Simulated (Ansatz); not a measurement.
Consider the following.

PbS:
```
CELL_PARAMETERS angstrom
      0.00000     3.00435     3.00435
      3.00435     0.00000     3.00435
      3.00435     3.00435     0.00000
ATOMIC_POSITIONS crystal
  Pb 0.00000 0.00000 0.00000
  S  0.50000 0.50000 0.50000
```

This is the PBE-relaxed structure.

All from plane-wave PAW PBE (Ansatz code), unless another level is named. Estimate the hole effective mass.

0.13, 0.13, 0.19 mₑ (principal values).

Give the HSE06 gap on the PBE cell.

0.94 eV.

Predict the electron effective mass.

0.16 mₑ (isotropic).

And the gap with spin–orbit coupling?

none (metallic).

Give the Z2 indices of the occupied bands with spin–orbit coupling.

0;(000).

What about the weight of the conduction-edge state by species (Voronoi cells)?

Pb 62 %, S 38 %.

Space group Fm-3m (rock salt). The PBE relaxation kept the symmetry of its start; of distortions, only those at the zone centre were tested. Spin–orbit coupling is left out wherever it is not named.

Potentials: the later of the program's two PAW sets.
